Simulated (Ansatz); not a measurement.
Sb, DFT, LDA, all-electron PAW with datasets made for the crystal, scalar-relativistic (Ansatz 0.2.0), run on 1 thread of Arm Neoverse V1 on a shared host.

The cell is a measured one (Crystallography Open Database entry 9009654); the temperature and pressure of the measurement aren't taken into account, and nothing was relaxed. The listed cell was then made from it by scaling, straining or moving an atom.

Command: `ansatz run input.yaml --threads 1 --pin off --max-ram 3072MiB --backend cpu --events-out ev --progress --plain --runs-dir out`

```yaml
crystal:
  lattice:
    - [2.1290943287, 1.2292331838, 3.744]
    - [-2.1290943287, 1.2292331838, 3.744]
    - [0.0, -2.4584663675, 3.744]
  atoms:
    - { symbol: Sb, position: [0.23364, 0.23364, 0.23364] }
    - { symbol: Sb, position: [0.76636, 0.76636, 0.76636] }
kpoints:
  mp_grid: { grid: [12, 12, 12] }
scf:
  occupations: { method: fermi_dirac, width: 0.03 }
hamiltonian:
  xc: lda
  pseudopotentials: { kind: all_electron, datasets: crystal }
output:
  forces: true
  stress: true
  eigenvalues: true
  efg: { contact_densities: true }
```

Question: How large is the problem that the program sets up?

Answer: 189 irreducible k-points, 277 plane waves at Γ, 9 bands.

Question: Estimate the wall time and the peak memory.

Answer: 11 s of wall time for 7 SCF iterations, with a peak of 0.44 GiB. Times on shared machines scatter by tens of per cent.

Question: And the same cell and mesh by PAW (frozen-core files), asked for forces, stress, eigenvalues, efg, on the same hardware?

Answer: 12 s, peak memory 0.46 GiB.
